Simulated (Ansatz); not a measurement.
**Step by step: BeCo, relaxation of cell and atoms**

Theory: DFT, LDA, all-electron LAPW, scalar-relativistic in Ansatz 0.2.0.

Command: `ansatz run input.yaml --threads 1 --pin off --max-ram 3072MiB --backend cpu --events-out ev --progress --plain --runs-dir out` The run took 91 s on 1 thread of Intel(R) Xeon(R) Platinum 8488C (Sapphire Rapids) (shared host).

```yaml
crystal:
  lattice:
    - [2.6737183902, 0.0, 0.0]
    - [0.0, 2.6737183902, 0.0]
    - [0.0, 0.0, 2.6737183902]
  atoms:
    - { symbol: Be, position: [0.0, 0.0, 0.0] }
    - { symbol: Co, position: [0.5, 0.5, 0.5], spin: 2.0 }
magnetization:
  spin_polarized: true
kpoints:
  mp_grid: { grid: [13, 13, 13] }
scf:
  occupations: { method: fermi_dirac, width: 0.05 }
hamiltonian:
  xc: lda
  pseudopotentials: { kind: all_electron, lapw: { basis_error: 0.001 } }
output:
  forces: true
  stress: true
relax:
  f_tol: 0.005
  max_steps: 80
  cell: {}
```

The run is spin-polarised from parallel moments and ends with 0.33 μB in the cell; other orders may lie lower.

The cell comes from COD entry 9008806, which wasn't checked; take it as a given geometry. The listed cell was then made from it by scaling, straining or moving an atom.

Each frame lists the cell vectors (Å), then Cartesian positions (Å); symmetry keeps all forces zero. Free energies count from the first step, -38252.1852 eV.

The walk took 6 evaluations in all; steps that aren't listed are left out.

Step 1: E = 0.0 meV, P = -26.14 GPa

```
cell 2.6737 0.0000 0.0000 0.0000 2.6737 0.0000 0.0000 0.0000 2.6737
Be    0.0000    0.0000    0.0000
Co    1.3369    1.3369    1.3369
```

Step 2: E = -213.4 meV, P = -12.96 GPa

```
cell 2.5921 0.0000 0.0000 0.0000 2.5921 0.0000 0.0000 0.0000 2.5921
Be    0.0000    0.0000    0.0000
Co    1.2960    1.2960    1.2960
```

Step 3: E = -255.2 meV, P = 4.64 GPa

```
cell 2.5209 0.0000 0.0000 0.0000 2.5209 0.0000 0.0000 0.0000 2.5209
Be    0.0000    0.0000    0.0000
Co    1.2604    1.2604    1.2604
```

(1) How does the relaxation end?

Results:

(1) It converges, with a = 2.537 Å, b = 2.537 Å, c = 2.537 Å, α = 90.00°, β = 90.00°, γ = 90.00° (conventional cell, space group Pm-3m). The last solve (on a basis chosen afresh for the final cell, so its energy is not quite comparable) gives E = -259.7 meV, P = 0.00 GPa:
```
cell 2.5372 0.0000 0.0000 0.0000 2.5372 0.0000 0.0000 0.0000 2.5372
Be    0.0000    0.0000    0.0000
Co    1.2686    1.2686    1.2686
```
